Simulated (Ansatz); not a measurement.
**Fields on a plane of PbF2 (fluorite)**

```xyz
3
Lattice="0.0000 3.0004 3.0004 3.0004 0.0000 3.0004 3.0004 3.0004 0.0000" Properties=species:S:1:pos:R:3 pbc="T T T"
Pb     0.0000     0.0000     0.0000
F      4.5006     4.5006     4.5006
F      1.5002     1.5002     1.5002
```

The slice is a {110} plane (indices of the conventional cell) through the point (0.250, 0.250, 0.250) (fractional), spanned by u = [100] and v = [1 -1 -1] in vectors of this cell: u (4.24 Å) and v (6.00 Å, at 90° to u). It covers one period; positions are fractions (u, v).

Atoms on it: Pb at (0.50, 0.25); F at (0.00, 0.50); F at (0.00, 0.00).

Computed with PBE (plane waves to 420 eV, PAW, scalar-relativistic; Ansatz, a quantum-chemistry and plane-wave program). k mesh 10×10×10. Near the nuclei the fields are pseudised (PAW); where an atom keeps semicore shells as valence, they peak there. PbF2 was relaxed with its symmetry unable to fall. Spin-orbit coupling is left out, though Pb is heavy.

| v \ u | 0.00 | 0.14 | 0.29 | 0.43 | 0.57 | 0.71 | 0.86 |
|---|---|---|---|---|---|---|---|
| 0.90 | 0.81 | 0.69 | 0.13 | 0.01 | 0.01 | 0.13 | 0.69 |
| 0.75 | 0.02 | 0.02 | 0.01 | 0.00 | 0.00 | 0.01 | 0.02 |
| 0.60 | 0.81 | 0.69 | 0.13 | 0.01 | 0.01 | 0.13 | 0.69 |
| 0.45 | x | 0.79 | 0.09 | 0.32 | 0.32 | 0.09 | 0.79 |
| 0.30 | 0.13 | 0.07 | 0.44 | x | x | 0.44 | 0.07 |
| 0.15 | 0.61 | 0.18 | 0.32 | 0.34 | 0.34 | 0.32 | 0.18 |
| 0.00 | x | 0.81 | 0.12 | 0.13 | 0.13 | 0.12 | 0.81 |

Values: electron localisation function (ELF). Points within 0.5 Å of a nucleus are blanked (x), as the pseudised field means little there.

```
|@@%%##++--::::::::::--++##%%|
|####++==--::......::--==++##|
|++++==--::..      ..::--==++|
|==----::..          ..::----|
|----::::..          ..::::--|
|==----::..          ..::----|
|++++==--::..      ..::--==++|
|####++==--::......::--==++##|
|@@%%##++--::::::::::--++##%%|
|@@@@##++==----------==++##@@|
|@@%%##++====++++++====++##%%|
|####**++++++******++++++**##|
|++++====++####%%####++====++|
|======++**##%%@@%%##**++====|
|------++**%%@@@@@@%%**++----|
|======++**##%%@@%%##**++====|
|++++====++####%%####++====++|
|####**++++++******++++++**##|
|@@%%##++====++++++====++##%%|
|@@@@##++==----------==++##@@|
```
Scale: ten equal steps from -2.44 (start of ' ') to 1.15 (end of '@'), in the order ' .:-=+*#%@'. Values: log₁₀ of the valence density in e/Å³. The map has 14 points along u (two characters each, u = 0 at the left) and 20 along v (v = 0 in the bottom row). The scale is logarithmic, as a density can span decades between atoms and voids.
